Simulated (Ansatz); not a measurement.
What DFT gives for SiB₆

```
B Si
1.0
     4.19240    0.00000    0.00000
     0.00000    4.19240    0.00000
     0.00000    0.00000    4.19240
B Si
6 1
Direct
  0.21000 0.50000 0.50000
  0.50000 0.21000 0.50000
  0.79000 0.50000 0.50000
  0.50000 0.79000 0.50000
  0.50000 0.50000 0.21000
  0.50000 0.50000 0.79000
  0.00000 0.00000 0.00000
```

The numbers come from plane-wave PAW DFT (Ansatz): PBE, no spin polarisation, 420 eV, 6×6×6 Γ-centred k points, cold occupations (width 0.0714 eV). Nothing was relaxed.

**Band edges.** Within 0.7 eV of the edges, the states project mainly on B p (95 %) below the gap and on Si p (73 %), B s (13 %) and B p (12 %) above it.
**Charges.** Bader charges in e: Si +0.98, B -0.16. In the mean Si gives up most and B takes most.
**Electronic structure.** The gap is 0.34 eV, indirect (the least direct gap found is 1.40 eV).
**Formation energy.** 0.50 eV an atom against the elements' usual phases (free molecules for gases, crystals otherwise, with no correction for O₂ or N₂), so at this geometry it isn't bound against them. Relaxing would lower it.

Origin: a database entry at a rescaled volume. Caveats: forces this large suggest misplaced atoms in the database entry; atoms or cell far from equilibrium.
